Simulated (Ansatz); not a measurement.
The relaxed structure here is a generated cell of Si2Ni: the first start was made by placing the elements on the sites of a structure type, and the end was not matched to a known phase here, so it may be hypothetical. Known forms of Si2Ni include space group No. 225.

The end point of a relaxation of Si$_{2}$Ni. Space group P6/mmm (No. 191), AFLOW prototype A2B_hP6_191_h_e (C_h, as in Cu2Te). These are r2SCAN (plane waves to 500 eV, PAW, scalar-relativistic; Ansatz, an electronic-structure program) values and carry that method's errors.

```cif
data_Ni2Si4
_chemical_formula_sum 'Si4 Ni2'
_space_group_name_H-M_alt 'P 1'
_space_group_IT_number 1
_cell_length_a 4.08108
_cell_length_b 4.08108
_cell_length_c 6.01732
_cell_angle_alpha 90.000
_cell_angle_beta 90.000
_cell_angle_gamma 120.000
loop_
_space_group_symop_operation_xyz
  'x, y, z'
loop_
_atom_site_label
_atom_site_type_symbol
_atom_site_fract_x
_atom_site_fract_y
_atom_site_fract_z
_atom_site_occupancy
Si1 Si 0.33333 0.66667 0.20140 1
Si2 Si 0.66667 0.33333 0.20140 1
Si3 Si 0.66667 0.33333 0.79860 1
Si4 Si 0.33333 0.66667 0.79860 1
Ni1 Ni 0.00000 0.00000 0.28032 1
Ni2 Ni 0.00000 0.00000 0.71968 1
```

Task: What is the computed magnetic moment (r2SCAN)?

Result: Zero (the starting moments vanished).

No spin polarisation in the result: the starting moments vanished. A magnetic state may lie lower.

The run could not lose the symmetry of its start, so the end can be a saddle point.
